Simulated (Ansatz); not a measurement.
The guess for Li6GeBr2 was made by a generator: random cell by space group and Wyckoff sites (P4/mmm, No. 123). The dimensions are guesses.

```cif
data_structure
_symmetry_space_group_name_H-M 'P4/mmm'
_symmetry_Int_Tables_number 123
_cell_length_a 4.6194
_cell_length_b 4.6194
_cell_length_c 7.9577
_cell_angle_alpha 90.000
_cell_angle_beta 90.000
_cell_angle_gamma 90.000
_cell_volume 169.81
loop_
_atom_site_label
_atom_site_type_symbol
_atom_site_symmetry_multiplicity
_atom_site_Wyckoff_symbol
_atom_site_fract_x
_atom_site_fract_y
_atom_site_fract_z
_atom_site_occupancy
Li1 Li 1 d 0.50000 0.50000 0.50000 1
Li2 Li 4 i 0.00000 0.50000 0.20424 1
Li3 Li 1 b 0.00000 0.00000 0.50000 1
Ge1 Ge 1 c 0.50000 0.50000 0.00000 1
Br1 Br 2 g 0.00000 0.00000 0.18557 1
```

Computed with DFT PBE, scalar-relativistic, plane waves, PAW (Ansatz 0.2.0). Cutoff 420 eV, Gaussian smearing, Γ-centred meshes. Cell and atoms relax first on a coarse mesh and then on a finer one. In between, the cell is made exact in the group found at 0.06 Å. In metals the finer mesh still leaves noise of several meV/atom or more. The steps can't lower the symmetry of their start. No spin polarisation.

A guess keeps its type if space group and coordination stay and the shape of the cell changes little (axis ratios within about 15 %, angles within 6°); the volume may change.

Problem. Does it keep its structure type, or change into something else?

Solution. It doesn't keep its type. The symmetry stays P4/mmm (No. 123). The volume per atom grows by 22.6 %, from 18.9 to 23.1 Å³. The shortest distance goes from 2.31 Å (Li–Br) to 2.60 Å (Li–Br). The ratio c/a of the conventional cell changes by a factor of 1.67. Counting neighbours within 15 % of an atom's shortest distance, the start has Br 5, Ge 8, Li 2/12 and the end Br 5, Ge 8, Li 4/6/8. In detail, at the end Li on a site of symmetry 4/mmm is surrounded by 4 Li at 2.95 Å; Ge is surrounded by 8 Li at 2.70 Å; around Br lie 5 Li at 2.60–2.71 Å; 2 more sites not described.

```cif
data_structure
_symmetry_space_group_name_H-M 'P4/mmm'
_symmetry_Int_Tables_number 123
_cell_length_a 4.1668
_cell_length_b 4.1668
_cell_length_c 11.9910
_cell_angle_alpha 90.000
_cell_angle_beta 90.000
_cell_angle_gamma 90.000
_cell_volume 208.19
loop_
_atom_site_label
_atom_site_type_symbol
_atom_site_symmetry_multiplicity
_atom_site_Wyckoff_symbol
_atom_site_fract_x
_atom_site_fract_y
_atom_site_fract_z
_atom_site_occupancy
Li1 Li 1 d 0.50000 0.50000 0.50000 1
Li2 Li 4 i 0.00000 0.50000 0.14381 1
Li3 Li 1 b 0.00000 0.00000 0.50000 1
Ge1 Ge 1 c 0.50000 0.50000 0.00000 1
Br1 Br 2 g 0.00000 0.00000 0.27397 1
```

Formation energies are uncorrected and refer to the elements' standard structures at the same level. The references include crystalline Br.

Problem. At what energy does it end?

Solution. −0.58 eV/atom. It lies below the elements, which doesn't yet make it stable against other compounds or structures.

The last run used a 10×10×4 mesh (in the run's order of axes) for its 9-atom cell and Gaussian smearing of 0.10 eV. The reference form of Br is held partly by dispersion forces, which this level lacks. Symmetry constrained the relaxation, so the result can be a saddle point.

In counts of neighbours, a slash parts the counts of unlike sites.
